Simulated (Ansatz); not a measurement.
Theory: Ansatz, DFT PBE, scalar-relativistic, plane waves, PAW. All cells share a 420 eV cutoff and Γ-centred k meshes spaced at most about 0.3 Å⁻¹ (about 0.25 or finer for metals, 2π included). No spin polarisation in the final relaxations.

Temperature and zero-point effects are left out. All come from trial cells, and lower structures may exist.

Task: Order these relaxed structures of La₅N by energy, lowest first, with the energy over the lowest of them.
A.

```
CELL_PARAMETERS angstrom
5.28579 0.00000 0.00000
-2.64290 4.57763 0.00000
0.00000 0.00000 6.79196
ATOMIC_POSITIONS crystal
La 0.33333 0.66667 0.77785
La 0.33333 0.66667 0.22215
La 0.66667 0.33333 0.22215
La 0.66667 0.33333 0.77785
La 0.00000 0.00000 0.50000
N 0.00000 0.00000 0.00000
```

B.

```
CELL_PARAMETERS angstrom
0.00000 4.58495 4.58495
4.58495 0.00000 4.58495
4.58495 4.58495 0.00000
ATOMIC_POSITIONS crystal
La 0.75000 0.75000 0.75000
La 0.37614 0.87157 0.37614
La 0.37614 0.37614 0.87157
La 0.87157 0.37614 0.37614
La 0.37614 0.37614 0.37614
N 0.00000 0.00000 0.00000
```

C.

```
CELL_PARAMETERS angstrom
6.20363 0.00000 0.00000
-3.10181 5.37250 0.00000
0.00000 0.00000 9.07843
ATOMIC_POSITIONS crystal
La 0.50000 0.00000 0.00000
La 0.00000 0.50000 0.00000
La 0.50000 0.50000 0.00000
La 0.00000 0.00000 0.75968
La 0.00000 0.00000 0.24032
N 0.00000 0.00000 0.00000
```

D.

```
CELL_PARAMETERS angstrom
0.00000 4.99256 4.99256
4.99256 0.00000 4.99256
4.99256 4.99256 0.00000
ATOMIC_POSITIONS crystal
La 0.35002 0.88333 0.88333
La 0.88333 0.35002 0.88333
La 0.88333 0.88333 0.35002
La 0.88333 0.88333 0.88333
La 0.25000 0.25000 0.25000
N 0.75000 0.75000 0.75000
```

Result: D (0 meV/atom), C (153 meV/atom), A (420 meV/atom), B (831 meV/atom). Forms: D F-43m; C P6/mmm; A P6/mmm; B F-43m. Counting La atoms around N (those within 1.25 times the shortest such distance or 1.15 times the sum of covalent radii; a plus sign parts nearer from farther groups; the shortest distance is added where it is long for a bond): D has N 4; C has N 2+6; A has N 14 from 3.4 Å; B has N 16 from 3.8 Å. Even the lowest lies +0.23 eV/atom against the elements.

A magnetic state wasn't ruled out in cells without spin, among them F-43m at 41.5 Å³/atom, P6/mmm at 50.4 Å³/atom, F-43m at 32.1 Å³/atom. Cells relaxed within their symmetry can be saddle points. Some types were kept out of the candidates beforehand, so the set may lack a known form.
